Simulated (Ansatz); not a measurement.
# E(M) for MnV (Pm-3m)

Geometry: a structure as deposited in COD; nothing is relaxed.

Common settings: LDA, 11×11×11 k mesh, Fermi–Dirac smearing of 0.05 eV. PAW means Ansatz 0.2.0 on its default frozen-core files; LAPW is all-electron LAPW in Ansatz 0.2.0. Site moments are integrated in spheres about the atoms, whose radii differ between the methods.

The first input and its command:

```yaml
crystal:
  lattice:
    - [2.9, 0.0, 0.0]
    - [0.0, 2.9, 0.0]
    - [0.0, 0.0, 2.9]
  atoms:
    - { symbol: Mn, position: [0.0, 0.0, 0.0], spin: 4.0 }
    - { symbol: V, position: [0.5, 0.5, 0.5], spin: 2.0 }
magnetization:
  spin_polarized: true
kpoints:
  mp_grid: { grid: [11, 11, 11] }
scf:
  occupations: { method: fermi_dirac, width: 0.05 }
  lower_state_search: "off"
hamiltonian:
  xc: lda
  pseudopotentials: { kind: paw }
output:
  forces: true
  stress: true
  eigenvalues: true
  populations: true
  dos: { projected: true, de: 0.1, e_range: [-8, 5] }
  write_density: true
  write_potential: true
  elf: true
  volumetric_format: npy
```

Command: `ansatz run input.yaml --threads 1 --pin off --max-ram 3072MiB --backend cpu --events-out ev --progress --plain --runs-dir out`

The input for «total moment held at 2.4 μB» by PAW differs from it in these lines, output keys apart:

```diff
-    - { symbol: Mn, position: [0.0, 0.0, 0.0], spin: 4.0 }
-    - { symbol: V, position: [0.5, 0.5, 0.5], spin: 2.0 }
+    - { symbol: Mn, position: [0.0, 0.0, 0.0], spin: 1.2 }
+    - { symbol: V, position: [0.5, 0.5, 0.5], spin: 1.2 }
+  initial_magnetization: 2.4
+  spin_locking: { lock_magnetization: hard }
```

The input for «total moment held at 0.8 μB» by LAPW differs from it in these lines, output keys apart:

```diff
-    - { symbol: Mn, position: [0.0, 0.0, 0.0], spin: 4.0 }
-    - { symbol: V, position: [0.5, 0.5, 0.5], spin: 2.0 }
+    - { symbol: Mn, position: [0.0, 0.0, 0.0], spin: 0.4 }
+    - { symbol: V, position: [0.5, 0.5, 0.5], spin: 0.4 }
+  initial_magnetization: 0.8
+  spin_locking: { lock_magnetization: hard }
-  pseudopotentials: { kind: paw }
+  pseudopotentials: { kind: all_electron, lapw: { basis_error: 0.0005 } }
```

The total moment M of the cell is held by giving each spin its own Fermi level. Half their difference over μB is the field that would hold M, so μB·B = dF/dM. Energies count from each method's free run. The held moment starts spread evenly over Mn1, V2.

Q: Does the cell keep a net moment when the moments are free, and how does its energy change with a held moment?

A: The free run has no net moment (M = 0.00 μB). 
```
M (μB/cell)  ΔF PAW (meV/cell)  ΔF LAPW (meV/cell)  B, PAW (T)  largest site moment, PAW (μB)  pressure, PAW (GPa)
       0.00                0.0                 0.0           –                           0.00                -21.9
       0.40              +67.9               +68.1       +4817                           0.45                -20.9
       0.80             +214.2              +214.8       +7393                           0.78                -19.2
       1.20             +398.9                   –       +8512                           1.22                -15.9
       1.80             +709.2              +711.4       +9224                           1.65                -10.6
       2.40            +1038.7             +1041.7       +9767                           1.96                 -5.7
       3.20            +1504.3                   –      +10407                           2.31                  1.4
```

Q: Check μB·B = dF/dM between M = 0.80 and 1.20 μB with the PAW numbers.

A: ΔF/ΔM = +184.7 meV / 0.40 = +461.8 meV per μB, which is +7978 T with μB = 0.05788 meV/T. The mean of the two holding fields is +7952 T. The slope equals the mean of B over the step, so the two agree where B(M) is nearly straight between its ends, and here they lie within a tenth of each other.

Separate runs put a uniform field on the spins (g = 2):

```tsv
field (T)	M PAW (μB/cell)	M LAPW (μB/cell)
200	0.007	0.007
1000	0.040	0.040
3000	0.181	0.180
```

The PAW files were made with PBE; the program remakes their cores once for the run's functional and then keeps them frozen. The Ansatz runs typed with the search for lower states off end where their start leads. The magnetic state is the one that this cell and start allow. It needn't be the compound's measured order, which may need a larger cell or be absent.
